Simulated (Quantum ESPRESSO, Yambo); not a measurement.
Ba2MgMoO6 (space group Fm-3m, No. 225). The geometry is that of Materials Project entry mp-1205825, symmetrised and not relaxed again. Chain: norm-conserving PBEsol (Quantum ESPRESSO, 84 Ry, without SOC); G0W0 in Yambo (2×2×2 Γ-centred k mesh, bands 3 to 214 and a 7 Ry block in the screening, 214 bands in G with the Bruneval-Gonze terminator, plasmon pole fitted at 27.2 eV); BSE (4×4×4 mesh, 17 valence and 6 conduction bands, static screening with 91 bands and a 3 Ry block, scissor 1.48 eV, Tamm-Dancoff).

- PBEsol gap (dense path) = 2.00 eV
- PBEsol gap Γ → X on the GW mesh = 2.00 eV
- PBEsol smallest direct gap on the GW mesh, at X = 2.05 eV
- G0W0 direct gap at that point = 3.53 eV
- G0W0 correction to the gap Γ → X = 1.47 eV
- direct gap on the BSE mesh, with the scissor = 3.53 eV
- first BSE state allowed for light along x = 3.15 eV
- lowest BSE state = 2.70 eV
- binding of the lowest exciton = 0.83 eV

Rough cost of the Yambo steps against G0W0 for 6 states: BSE about 4×.

Nearest settings tried, and what they do to the gap: 143 bands in G: +17 meV; 143 bands in W, 143 bands in G: +58 meV; 6 Ry block (283 vectors against 307): -0 meV. Not varied: mesh. So the settings aren't converged at that level. The k mesh is coarse. The BSE states are vertical excitations (zero momentum). Convergence of the binding with the mesh was not shown.

Spin-orbit splittings are left out.

The structure is a Materials Project entry; no match was found in the copy of COD used, and its stability was not checked.
